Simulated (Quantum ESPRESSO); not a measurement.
Parts of the isotropic shielding in SrCa3F8, by PBE GIPAW on JTH datasets (Quantum ESPRESSO, modified build), 22.5 Ha, k-mesh 3×3×3 shifted:

```
CELL_PARAMETERS angstrom
      5.60095     0.00000     0.00000
      0.00000     5.60095     0.00000
      0.00000     0.00000     5.60095
ATOMIC_POSITIONS crystal
  Sr 0.00000 0.00000 0.00000
  F  0.25569 0.25569 0.74431
  F  0.25569 0.74431 0.74431
  Ca 0.00000 0.50000 0.50000
  F  0.25569 0.74431 0.25569
  F  0.25569 0.25569 0.25569
  Ca 0.50000 0.00000 0.50000
  F  0.74431 0.25569 0.25569
  F  0.74431 0.74431 0.25569
  Ca 0.50000 0.50000 0.00000
  F  0.74431 0.74431 0.74431
  F  0.74431 0.25569 0.74431
```
The cell was made here from a computed Materials Project entry: one of 4 Ca replaced by Sr, cell and atoms relaxed (PBE without dispersion, pw.x of Quantum ESPRESSO, symmetry kept). The parent is CaF2 in Fm-3m. The swapped cell is a model, not a known phase. Stability against distortions was not tested.

The core term is that of the free atom's frozen core; the paramagnetic column sums the reconstruction terms. These are absolute shieldings with no macroscopic susceptibility term; δ = σ_ref − σ needs a reference computed alike. In our sweeps, cutoffs and meshes of this size left a few ppm, and up to some 20 ppm on atoms from Zn on. No spin–orbit coupling; Sr is the heaviest element present. PBE places the empty d or f states of Ca too low, which is known to distort σ on and beside such ions.

```csv
site,core,bare (smooth current),diamagnetic correction,paramagnetic corrections,σ_iso (ppm)
Sr (atom 1),3441.1,101.8,-5.8,…,…
"F (atoms 2, 3, 5, 6, 8, 9, …)",306.4,71.4,50.8,…,…
"Ca (atoms 4, 7, 10)",1265.0,93.6,29.7,…,…
```

Task: Complete the blanks.

Result: 
- Sr (atom 1), paramagnetic corrections: -570.0
- Sr (atom 1), σ_iso (ppm): 2967.2
- F (atoms 2, 3, 5, 6, 8, 9, …), paramagnetic corrections: -214.8
- F (atoms 2, 3, 5, 6, 8, 9, …), σ_iso (ppm): 213.8
- Ca (atoms 4, 7, 10), paramagnetic corrections: -239.8
- Ca (atoms 4, 7, 10), σ_iso (ppm): 1148.5
